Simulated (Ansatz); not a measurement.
## Course of a relaxation: BeAg₂F₄

The guess for BeAg₂F₄ was made by a generator: perovskite family, T-prime layers (I4/mmm, No. 139) (A site Ag; B site Be; X site F). Lengths were set from tabulated atomic sizes, so they are only a guess.

```xyz
7
Lattice="-1.7396 1.7396 6.3863 1.7396 -1.7396 6.3863 1.7396 1.7396 -6.3863" Properties=species:S:1:pos:R:3 pbc="T T T"
Be    0.0000    0.0000    0.0000
Ag    0.0000    0.0000    8.2224
Ag    0.0000    0.0000    4.5502
F     1.7396    0.0000    0.0000
F     0.0000    1.7396    0.0000
F     1.7396    0.0000    3.1932
F     0.0000    1.7396    3.1932
```

Level of theory: Ansatz 0.2.0, DFT PBE, scalar-relativistic, plane waves, PAW. Cutoff 420 eV, Gaussian smearing, Γ-centred meshes. Cell and atoms relax first on a coarse mesh and then on a finer one. In between, the cell is made exact in the group found at 0.06 Å. In metals the finer mesh still leaves noise of several meV/atom or more. The steps can't lower the symmetry of their start. No spin polarisation in the relaxation; trial moments died out in a coarse test.

Steps on the 8×8×8 mesh (7 atoms, 11 steps). The free energy counts from the last step; the plane-wave basis is renewed at times, which shifts energy and pressure.

```
step  ΔF (meV/atom)  V (Å³/atom)  P (GPa)  largest force component (eV/Å)
   1          152.5        11.04    20.19                           0.061
   2           64.7        12.06     7.72                           0.066
   3           42.5        12.82     0.91                           0.139
   4           41.8        12.98    -0.22                           0.090
   5           41.6        12.97     0.18                           0.040
   6           16.6        12.97     3.12                           0.037
   7            9.4        13.36     1.32                           0.008
   8            7.5        13.76     0.06                           0.003
   9            2.0        13.76     0.33                           0.003
  10            1.2        14.03    -0.13                           0.018
  11            0.0        14.03    -0.08                           0.018
```

The relaxed structure, after a last relaxation on the converged mesh:

```cif
data_structure
_symmetry_space_group_name_H-M 'I4/mmm'
_symmetry_Int_Tables_number 139
_cell_length_a 3.5466
_cell_length_b 3.5466
_cell_length_c 15.7315
_cell_angle_alpha 90.000
_cell_angle_beta 90.000
_cell_angle_gamma 90.000
_cell_volume 197.88
loop_
_atom_site_label
_atom_site_type_symbol
_atom_site_symmetry_multiplicity
_atom_site_Wyckoff_symbol
_atom_site_fract_x
_atom_site_fract_y
_atom_site_fract_z
_atom_site_occupancy
Be1 Be 2 a 0.00000 0.00000 0.00000 1
Ag1 Ag 4 e 0.50000 0.50000 0.15794 1
F1 F 4 c 0.50000 0.00000 0.00000 1
F2 F 4 d 0.50000 0.00000 0.25000 1
```

The symmetry stays I4/mmm (No. 139). The volume per atom grows by 28.0 %, from 11.0 to 14.1 Å³. The shortest distance goes from 1.74 Å (Be–F) to 1.77 Å (Be–F). The ratio c/a of the conventional cell changes by a factor of 1.21. The energy falls by about 0.15 eV/atom (the start's value is from the coarse mesh). Be has 4 F at 1.77 Å; Ag is surrounded by 4 F at 2.29 Å; F on a site of symmetry mmm has 2 Be at 1.77 Å; 1 more site not described.

| Property | Result |
| --- | --- |
| Volume per atom | 14.1 Å³ |
| Density | 5.0 g/cm³ |
| Energy over the elements | −1.36 eV/atom |
| Gap on the 14×14×14 mesh of the 7-atom cell | 0 eV (the bands overlap slightly) |

The zero of energy is the elements' standard structures at the same level (F₂ as a molecule); no fitted shifts are applied.

The last run used Gaussian smearing of 0.10 eV. No dispersion correction is applied, so the spacing and binding between layers, chains or molecules are poorly described. The zero gap may come from the functional, which often closes small gaps. Symmetry constrained the relaxation, so the result can be a saddle point. In all, the 3 runs took 19 min on 1 thread of Intel(R) Xeon(R) Processor @ 2.50GHz (Skylake/Cascade Lake) (shared host).
